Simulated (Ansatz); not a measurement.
TiC (rock salt)

```
TiC
1.0
    0.00000     2.14648     2.14648
    2.14648     0.00000     2.14648
    2.14648     2.14648     0.00000
C Ti
1 1
Direct
  0.00000   0.00000   0.00000
  0.50000   0.50000   0.50000
```

The slice is a {111} plane (indices of the conventional cell) through the point (0.000, 0.000, 0.000) (fractional), spanned by u = [100] and v = [-1 2 0] in vectors of this cell: u (3.04 Å) and v (5.26 Å, at 90° to u). It covers one period; positions are fractions (u, v).

Level of theory: PBEsol (plane waves to 420 eV, PAW, scalar-relativistic; Ansatz, a first-principles code). k mesh 19×19×19. Inside the PAW spheres the values are not all-electron values, and peaks at nuclei hang on which shells count as valence. The PAW data are Ansatz's earlier set. TiC is run without spin polarisation. TiC was relaxed with its symmetry unable to fall.

### Question
Sketch the valence electron density on this plane as a map.

### Answer
```
|@@@@@@##++::..  ..::++##@@@@|
|@@@@%%**==::      ::==**%%@@|
|####**==--..      ..--==**##|
|++++==--..          ..--==++|
|--::::..              ..::::|
|......    ..........    ....|
|        ..::::--::::..      |
|      ..--==++++++==--..    |
|    ..--==**######**==--..  |
|    ::==**%%@@@@@@%%**==::  |
|  ..::++##@@@@@@@@@@##++::..|
|  ..--++##@@@@@@@@@@##++--..|
|  ..::++##@@@@@@@@@@##++::..|
|    ::==**%%@@@@@@%%**==::  |
|    ..--==**######**==--..  |
|      ..--==++++++==--..    |
|        ..::::--::::..      |
|......    ..........    ....|
|--::::..              ..::::|
|++++==--..          ..--==++|
|####**==--..      ..--==**##|
|@@@@%%**==::      ::==**%%@@|
|@@@@@@##++::..  ..::++##@@@@|
|@@@@@@##++--..  ..--++##@@@@|
```
Scale: ten equal steps from -0.75 (start of ' ') to 0.22 (end of '@'), in the order ' .:-=+*#%@'. Values: log₁₀ of the valence density in e/Å³. The map has 14 points along u (two characters each, u = 0 at the left) and 24 along v (v = 0 in the bottom row). The scale is logarithmic, as a density can span decades between atoms and voids.
